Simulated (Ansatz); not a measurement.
Data sheet: AsRu (DFT)

AsRu (CsCl type, space group No. 221), a = b = c = 3.040 Å, α = β = γ = 90.00°.

Space group Pm-3m (No. 221), CsCl type; conventional cell a = 3.040 Å, b = 3.040 Å, c = 3.040 Å, α = 90.00°, β = 90.00°, γ = 90.00°.

Method: PBEsol in the plane-wave PAW code Ansatz. Structure relaxed to zero pressure with the same functional. Other levels are named where they apply.

### Cell and energy

- Volume per atom = 14.05 Å³
- Density = 10.40 g/cm³
- Formation energy from the elements (no fitted shifts) = -26 meV/atom

### Electronic structure

Electronic character: metallic (no gap)
Density of states at the Fermi level: 1.2 states/eV per atom (mean over ±0.08 eV)
Gap with spin–orbit coupling: none (metallic)

### Mechanics

- Bulk modulus (Birch–Murnaghan fit): 220 GPa
- Pressure derivative B′: 4.9
- Elastic constants (relaxed ions, GPa): C11 = 300, C12 = 180, C44 = 102
- Mechanical stability: stable (all eigenvalues of C positive)
- Hill bulk and shear moduli: 220 and 82.4 GPa
- Young's modulus: 220 GPa
- Poisson's ratio: 0.33
- Debye temperature from the elastic constants: 390 K

### Phonons

- Highest zone-centre frequency: 142 cm⁻¹
- Zone-centre stability: no imaginary mode at Γ

The cell is a constructed one: a structure type filled with these elements; neither database checked (COD, Materials Project) lists it. Its standing as an ambient phase is unchecked. The PBEsol relaxation kept the symmetry of its start. No spin polarisation was allowed. As this level gives no gap, shear constants depend on the k-mesh and smearing (Fermi–Dirac, 0.1 eV here). As this level gives no gap, phonon frequencies hold no LO–TO term and depend on the k-mesh and smearing (Fermi–Dirac, 0.1 eV here). The references are the lowest solids computed at this level, not always the standard phases. Scalar-relativistic: spin–orbit coupling is off unless named, which matters more the heavier the elements.

Potentials: the earlier of the program's two PAW sets. The files were generated under PBE; for other functionals the program regenerates the frozen cores, and for LDA and PBEsol the local potential too.
